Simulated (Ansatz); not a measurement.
Nb (bcc (W type)), relaxed with PBE+D3(BJ) (Ansatz, a quantum-chemistry and plane-wave program, plane waves, PAW): a = b = c = 3.2667 Å, α = β = γ = 90.00°.

```
Property              Result
--------------------  ------
B₀ by P(V) fit (GPa)     179
K_Hill (GPa)             181
G_Hill (GPa)            30.3
Θ_D (K)                  241
```

### Question
The same phase is relaxed and computed with PBEsol in the same code. What are the cell and these values now?

### Answer
a = b = c = 3.2701 Å, α = β = γ = 90.00°.

B₀ by P(V) fit (GPa): 181
K_Hill (GPa): 183
G_Hill (GPa): 28.2
Θ_D (K): 233

All cells were relaxed under the symmetry of their starts (and spin orders); stability against distortions was not tested throughout. Rows with no word on spin ran without spin polarisation. Spin–orbit coupling is left out wherever it is not named.

Potentials: the later of the program's two PAW sets.

Ansatz is a plane-wave DFT program.
